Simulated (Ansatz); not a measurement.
Values for one crystal, relaxed and computed with plane-wave PAW r²SCAN (Ansatz code); other levels are named.

- Volume per atom: 22.20 Å³
- Electronic character: metallic (no gap)
- Formation energy from the elements (no fitted shifts): -0.75 eV/atom
- Density of states at the Fermi level: 0.87 states/eV per atom (mean over ±0.08 eV)

Question: Which compound is it?
A) GePd2, P-62m (Ge on 2c, Ge on 1b, Pd on 3g, Pd on 3f)
B) LaSiNi4, Cmmm (La on 2a, Si on 2c, Ni on 4i, Ni on 4f)
C) GePt, Pnma (Ge on 4c, Pt on 4c)
D) LaGeRu, P4/nmm (La on 2c, Ge on 2c, Ru on 2a)

Answer: D, LaGeRu, P4/nmm (La on 2c, Ge on 2c, Ru on 2a)

The workflow started from a Materials Project entry (that database holds measured and hypothetical structures alike); the Crystallography Open Database copy checked does not list it. Whether it is the stable phase at ambient conditions was not checked. The cell was relaxed with r²SCAN under the symmetry of its start; its stability against distortions is not shown here. The run is not spin-polarised. The references are the lowest solids computed at this level, not always the standard phases. Spin–orbit coupling is left out wherever it is not named.

Potentials: the earlier of the program's two PAW sets.
